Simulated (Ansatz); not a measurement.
Level of theory: DFT PBE, scalar-relativistic, plane waves, PAW (Ansatz 0.2.0). All cells share a 420 eV cutoff and Γ-centred k meshes spaced at most about 0.3 Å⁻¹ (about 0.25 or finer for metals, 2π included). No spin polarisation in the final relaxations.

All energies are static (0 K, no zero-point motion).

Two forms of HfZrS3 were relaxed alike.

A.

```
CELL_PARAMETERS angstrom
4.11676 0.00000 0.00000
0.00000 4.11676 0.00000
0.00000 0.00000 6.08380
ATOMIC_POSITIONS crystal
Zr 0.00000 0.00000 0.47714
Hf 0.00000 0.00000 0.99176
S 0.50000 0.00000 0.22650
S 0.00000 0.50000 0.22650
S 0.50000 0.50000 0.72534
```

B.

```
CELL_PARAMETERS angstrom
5.11307 0.00000 0.00000
0.00000 5.11307 0.00000
0.00000 0.00000 4.89774
ATOMIC_POSITIONS crystal
Zr 0.00000 0.00000 0.50000
Hf 0.50000 0.50000 0.50000
S 0.00000 0.50000 0.50000
S 0.50000 0.00000 0.50000
S 0.00000 0.00000 0.00000
```

Task: Which would you expect to be lower, and how large is the difference?

Result: B is lower, by 250 meV/atom. A has space group P4mm (No. 99), 20.6 Å³/atom and no gap on its mesh; B has space group P4/mmm (No. 123), 25.6 Å³/atom and no gap. Counting S atoms around Hf and Zr (those within 1.25 times the shortest such distance or 1.15 times the sum of covalent radii), A has Hf 4, Zr 4 and B has Hf 4, Zr 6. The lower one is the more open, so pressure narrows the difference. Both come from invented guesses. A third cell relaxed alike, in R3m, lies 88 meV/atom below the lower of the two.

Spin–orbit coupling, which can matter for Hf, is left out. Cells relaxed within their symmetry can be saddle points.
